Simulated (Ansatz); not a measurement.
Be: stiffness from a series of strains

```yaml
crystal:
  lattice:
    - [-1.25312, 1.25312, 1.25312]
    - [1.25312, -1.25312, 1.25312]
    - [1.25312, 1.25312, -1.25312]
  atoms:
    - { symbol: Be, position: [0.00000, 0.00000, 0.00000] }
```

The cell is the one relaxed in the Materials Project (mp-20), not relaxed further here; entries there can be hypothetical.

The calculation used DFT, PBEsol, all-electron LAPW, scalar-relativistic in Ansatz 0.2.0.

Numerical set-up: a Γ-centred 23×23×23 k mesh, Fermi–Dirac smearing of 0.03 eV, basis error target 0.25 meV/atom, no spin polarisation.

The strain is applied along the Cartesian axes of the cell as listed (γ is the engineering shear, twice εxy = εyz = εzx). Fractional coordinates are held (clamped ions).

σ is the change of stress from the unstrained cell, which is at -2.07 GPa; tension is positive, so slopes are stress–strain coefficients at that pressure. In a metal the k mesh adds noise.

Only quantities that a quadratic follows smoothly over the whole series are listed; rougher ones are left out.

```csv
γ,σxy (GPa)
-0.0300,-6.54
-0.0200,-4.28
0.0000,0.00
0.0100,1.97
0.0200,3.84
0.0300,5.66
```

Task: Fit the series and read off the stiffness at zero strain.

Result: Least-squares fits y = p0 + p1 x + p2 x² to the rows give σxy (GPa): p1 = 203, p2 = -480. So C44 (clamped ions) = 203 GPa.

Task: One run, at γ = -0.0100, is withheld. Predict its row.

Result: The fits give -2.10; the run gave -2.05.
